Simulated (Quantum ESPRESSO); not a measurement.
pw.x input (Quantum ESPRESSO 7.5; PBE, PseudoDojo stringent norm-conserving files, scalar-relativistic):

```
&CONTROL
  calculation = 'scf'
  pseudo_dir = './pseudo'
  outdir = './out'
  tprnfor = .true.
  tstress = .true.
/
&SYSTEM
  ibrav = 0
  nat = 2
  ntyp = 1
  ecutwfc = 124.0
  ecutrho = 496.0
  occupations = 'smearing'
  smearing = 'fd'
  degauss = 0.002
  nbnd = 26
/
&ELECTRONS
  conv_thr = 2e-10
/
ATOMIC_SPECIES
Ge 72.6300 Ge.upf
CELL_PARAMETERS angstrom
  0.000000000000   2.839281162000   2.839281162000
  2.839281162000   0.000000000000   2.839281162000
  2.839281162000   2.839281162000   0.000000000000
ATOMIC_POSITIONS crystal
Ge   0.000000000000   0.000000000000   0.000000000000
Ge   0.250000000000   0.250000000000   0.250000000000
K_POINTS automatic
8 8 8 0 0 0
```

End of the output:

```
     total energy              =   -1118.58031817 Ry
     estimated scf accuracy    <       0.00000390 Ry
     total energy              =   -1118.58031885 Ry
     estimated scf accuracy    <       0.00000006 Ry
     total energy              =   -1118.58031887 Ry
     estimated scf accuracy    <          2.2E-09 Ry
[...]
     the Fermi energy is    10.1870 ev
!    total energy              =   -1118.58031888 Ry
     estimated scf accuracy    <          1.7E-10 Ry
     smearing contrib. (-TS)   =      -0.00001773 Ry
     internal energy E=F+TS    =   -1118.58030115 Ry
     The total energy is F=E-TS. E is the sum of the following terms:
     one-electron contribution =   -1016.50653819 Ry
     hartree contribution      =     494.04240495 Ry
     xc contribution           =    -110.19167808 Ry
     ewald contribution        =    -485.92448982 Ry
     convergence has been achieved in   7 iterations
     Forces acting on atoms (cartesian axes, Ry/au):
     atom    1 type  1   force =    -0.00000000   -0.00000000    0.00000000
     atom    2 type  1   force =     0.00000000    0.00000000   -0.00000000
     Total force =     0.000000     Total SCF correction =     0.000000
     Computing stress (Cartesian axis) and pressure
          total   stress  (Ry/bohr**3)                   (kbar)     P=       28.27
   0.00019215  -0.00000000  -0.00000000           28.27       -0.00       -0.00
  -0.00000000   0.00019215  -0.00000000           -0.00       28.27       -0.00
  -0.00000000  -0.00000000   0.00019215           -0.00       -0.00       28.27
```

Spin-orbit coupling is not included.

Geometry relaxed with PBEsol.
